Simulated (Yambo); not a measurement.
Yambo run on Li3VS4 (space group P-43m, No. 215). The wavefunctions are LDA (Quantum ESPRESSO, PseudoDojo norm-conserving, 84 Ry, no spin-orbit coupling) ones on a 2×2×2 mesh (23 occupied bands); a = b = c = 5.9331 Å, α = β = γ = 90.00°.

Yambo input:

```
rim_cut
gw0
dyson
el_el_corr
HF_and_locXC
ppa
em1d
RandQpts= 1000000
RandGvec= 1 Ry
EXXRLvcs= 84 Ry
VXCRLvcs= 336 Ry
Chimod= "HARTREE"
% BndsRnXp
 5 | 288 |
%
NGsBlkXp= 6 Ry
% LongDrXp
 1.0 | 1.0 | 1.0 |
%
PPAPntXp= 27.2114 eV
% GbndRnge
 1 | 288 |
%
GTermKind= "BG"
DysSolver= "n"
ExtendOut
% QPkrange
 1 | 1 | 24 | 24 |
 3 | 3 | 23 | 24 |
%
```

k points by index: 1 = Γ, 3 = M.

Resulting energies as the program prints them:

```
#    K-point    Band    Eo [eV]    E [eV]    E-Eo [eV]    Vxc [eV]    Vnlxc [eV]    Sc|Eo [eV]    Sc|E [eV]    dSc/dw|Eo [eV]    Re(Z)    Im(Z)
#
    1    24    1.844038    3.257680    1.413642    -18.70740    -12.23990    -4.578672    -5.053853    -9.145759    0.748443    -0.001608
    3    23    0.000000    -1.081432    -1.081432    -12.50999    -15.36471    1.470864    1.773283    -7.608806    0.781480    -0.001525
    3    24    2.104531    3.513092    1.408561    -18.76400    -12.31456    -4.569862    -5.040874    -9.099010    0.749410    -0.478200E-3
```
(The two width columns are left out.) Convergence of these settings isn't established.

Geometry of the Materials Project entry, not relaxed at this level.

The structure is a Materials Project entry; no match was found in the copy of COD used, and its stability was not checked.

The runs are not spin-polarised; magnetic order was not tried.
